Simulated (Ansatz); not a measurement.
What DFT gives for Zn$_{2}$P$_{3}$S$_{2}$

```
S Zn P
1.0
     0.00000    3.84999    0.00000
     7.30100   -1.92500    0.00000
    -0.86877    1.92500   -8.64617
S Zn P
4 4 6
Direct
  0.26968 0.87225 0.33289
  0.73032 0.12775 0.66711
  0.39134 0.73487 0.95219
  0.60866 0.26513 0.04781
  0.04032 0.76446 0.68382
  0.95968 0.23554 0.31618
  0.40964 0.47103 0.65175
  0.59036 0.52897 0.34825
  0.07110 0.02510 0.88290
  0.92890 0.97490 0.11710
  0.15100 0.50580 0.20380
  0.84900 0.49420 0.79620
  0.38750 0.23490 0.45990
  0.61250 0.76510 0.54010
```

Single point in Ansatz 0.2.0 with r2SCAN, no spin polarisation. Cutoff 500 eV, PAW datasets, 5×5×5 Γ-centred k mesh, fermi-dirac filling (width 0.1 eV).

Formation energy: 0.56 eV an atom against the elements' usual phases (free molecules for gases, crystals otherwise, with no correction for O₂ or N₂), so at this geometry it isn't bound against them. Relaxing would lower it.
Forces: The largest is on P11 (and as large on other atoms): 2.25 eV/Å, components (1.80, 0.00, 1.36). It makes 168° with the line to a nearest neighbour, Zn6 at 2.29 Å, pointing away from it.
At the Fermi level: It is a metal, with about 7.3 states/eV a cell as the mean within 0.25 eV of the Fermi level, mostly P p (49 %) and S p (36 %).
Stress: The pressure is 3.5 GPa (compression positive), so with the atoms held at these fractions the cell would first expand; the forces are large, so a full relaxation may end otherwise. The principal stresses 1.9, 2.1, 6.4 GPa differ, so its shape would change too.

Origin: a known structure type with other elements, at an estimated volume, so it need not be a known compound. Caveats: many states at the Fermi level without spin polarisation, so a magnetic state may lie lower; the k mesh is coarse if the cell is a metal; atoms or cell far from equilibrium.
